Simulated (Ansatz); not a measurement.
# Lu7Pt2Se2 single point

Input file of Ansatz 0.2.0:

```yaml
crystal:
  lattice:
    - [-1.911396, 7.475118, 4.649582]
    - [3.822792, 0.0, 0.0]
    - [1.911396, 7.475118, -4.649582]
  atoms:
    - { symbol: Lu, position: [0.0008, 0.0008, 0.9992] }
    - { symbol: Se, position: [0.2673, 0.7673, 0.7327] }
    - { symbol: Lu, position: [0.9094, 0.2657, 0.378] }
    - { symbol: Lu, position: [0.622, 0.2657, 0.0906] }
    - { symbol: Pt, position: [0.696, 0.9325, 0.831] }
    - { symbol: Pt, position: [0.169, 0.9325, 0.304] }
    - { symbol: Lu, position: [0.3102, 0.6267, 0.0568] }
    - { symbol: Lu, position: [0.9432, 0.6267, 0.6898] }
    - { symbol: Lu, position: [0.2868, 0.4172, 0.4524] }
    - { symbol: Lu, position: [0.5476, 0.4172, 0.7132] }
    - { symbol: Se, position: [0.6611, 0.6611, 0.3389] }
  symmetry: { tolerance: 0.0003 }
kpoints:
  mp_grid: { grid: [6, 6, 6], shift: [0, 0, 0] }
  band_path:
    path:
      - [0.0, 0.0, 0.0]
      - [0.5, 0.0, 0.5]
      - [0.26634576, 0.46730847, 0.73365424]
      - [-0.26634576, 0.53269153, 0.26634576]
      - [0.0, 0.0, 0.0]
      - [0.34672344, 0.0, -0.34672344]
      - [0.65327656, 0.0, 0.34672344]
      - [0.5, 0.0, 0.5]
      - [0.0, 0.0, 0.0]
      - [0.0, 0.5, 0.0]
      - [0.25, 0.5, 0.25]
    npoints: 6
magnetization:
  spin_polarized: false
scf:
  occupations: { method: fermi_dirac, width: 0.0501 }
  lower_state_search: "off"
  max_iter: 200
hamiltonian:
  pseudopotentials: { kind: paw }
  xc: pbe
basis:
  ecutwfc: 420
  fft_grid_basis: typed
output:
  forces: true
  stress: true
  eigenvalues: true
  bader: true
  populations: true
  elf: true
  write_potential: true
  volumetric_format: npy
  dos:
    e_range: [-12, 8]
    de: 0.05
    projected: { site_lists: { Lu: [Lu], Pt: [Pt], Se: [Se] } }
checkpoint:
  read: saved_state
```

The saved state is an earlier solution for the same cell, perhaps on another mesh. 

Parts of the output:

```
Free energy (F): -139123.1927 eV
Harris-Foulkes:  -139123.1927 eV  (|F-HF|=1.06e-7)
Internal energy: -139123.1324 eV  (E = F + TS)
E sigma→0 (E₀):  -139123.1626 eV
Entropy (-TS):   -0.0602 eV (-5.475 meV/atom)
Fermi energy:    15.2989 eV
--- Per-component energies (eV) ---
  E_band       = -942.0099
  E_kinetic    = 4446.4499
  E_local      = -55121.5634  (includes V_loc(G=0)·N_el)
  E_nonlocal   = 3239.5254
  E_hartree    = 23393.1203
  E_xc         = -2265.0198
  E_vxc        = -2617.7111  (∫ρ·V_xc dr)
  E_paw        = -74350.9048  (= ΣΔE_a)
  E_vpaw       = 2325.0446  (= ΣTr[D̂ρ^β])
  E_aug_tail   = -0.0005  (compensation charges beyond the density's cutoff)
  E_ewald      = -38464.7395
  E_smearing   = -0.0602  (= −TS)
--- Forces (eV/Å), atoms counted from 1 ---
  atom   1  Lu     0.0000     0.0000     0.1291
  atom   2  Se     0.0000     0.0000    -0.1694
  atom   3  Lu     0.0000    -0.7559    -0.3059
  atom   4  Lu     0.0000     0.7559    -0.3059
  atom   5  Pt     0.0000    -0.0430    -0.1639
  atom   6  Pt     0.0000     0.0430    -0.1639
  atom   7  Lu     0.0000    -0.5190     0.4023
  atom   8  Lu     0.0000     0.5190     0.4023
  atom   9  Lu     0.0000     0.9444     0.0902
  atom  10  Lu     0.0000    -0.9444     0.0902
  atom  11  Se     0.0000     0.0000    -0.0049
--- Stress (GPa, compression-positive) ---
        2.0587       0.0000       0.0000
        0.0000      -0.2146       0.0000
        0.0000       0.0000       0.6594
  P = ⅓ Tr σ = 0.8345 GPa (8.345 kbar)
--- Löwdin populations: 11 sites ---
  site symbol       q [e]
     0     Lu     24.7101
     1     Se     16.2675
     2     Lu     24.8207
     3     Lu     24.8207
     4     Pt     17.7591
     5     Pt     17.7591
     6     Lu     25.0125
     7     Lu     25.0125
     8     Lu     24.8328
     9     Lu     24.8328
    10     Se     16.2980
  spilling = 0.0036 (of n_electrons = 243.0000)
```

Origin: a known structure type with other elements, at an estimated volume, so it need not be a known compound. Caveats: many states at the Fermi level without spin polarisation, so a magnetic state may lie lower.
